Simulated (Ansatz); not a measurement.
PbS:
```
PbS
1.0
    4.12359     0.00000     0.00000
   -2.06180     3.57113     0.00000
    0.00000     0.00000     7.33336
Pb S
2 2
Direct
  0.00000   0.00000   0.00000
  0.00000   0.00000   0.50000
  0.33333   0.66667   0.25000
  0.66667   0.33333   0.75000
```

Relaxed with r²SCAN. Special points in fractions of this cell's reciprocal vectors: Γ (0.000, 0.000, 0.000); M (0.500, 0.000, 0.000); K (0.333, 0.333, 0.000); A (0.000, 0.000, 0.500); L (0.500, 0.000, 0.500); H (0.333, 0.333, 0.500).

### Question
List the band energies nearest the valence-band maximum at these points for plane-wave PAW r²SCAN (Ansatz code).

### Answer
In eV from the valence-band maximum; about four levels below and three above (degenerate sets whole), none deeper than 8.9 eV; points with the same levels are listed once.

| k | below | above |
|---|---|---|
| Γ | -2.44 -2.44 -2.00 -2.00 0.00 | 0.25 3.22 3.22 |
| M | -3.57 -2.16 -2.03 -1.23 | 0.25 1.85 2.54 |
| K | -4.06 -4.06 -3.93 -3.93 -0.29 | 2.82 2.82 2.96 2.96 |
| A | -2.22 -2.22 -2.22 -2.22 -1.83 -1.83 | 2.62 2.62 3.28 3.28 3.28 3.28 |
| L | -3.10 -3.10 -2.99 -2.99 | 2.64 2.64 2.82 2.82 |
| H | -2.54 -2.54 -2.42 -2.42 | 0.54 0.54 3.70 3.70 |

Space group P6_3/mmc (NiAs type). The start of the workflow was typed in or built on a structure type; neither database checked (COD, Materials Project) lists it. It is not the phase usual at ambient conditions (space group No. 225). The cell was relaxed with r²SCAN under the symmetry of its start; its stability against distortions is not shown here. Scalar-relativistic: spin–orbit coupling is off unless named, which matters more the heavier the elements.

Potentials: the earlier of the program's two PAW sets.
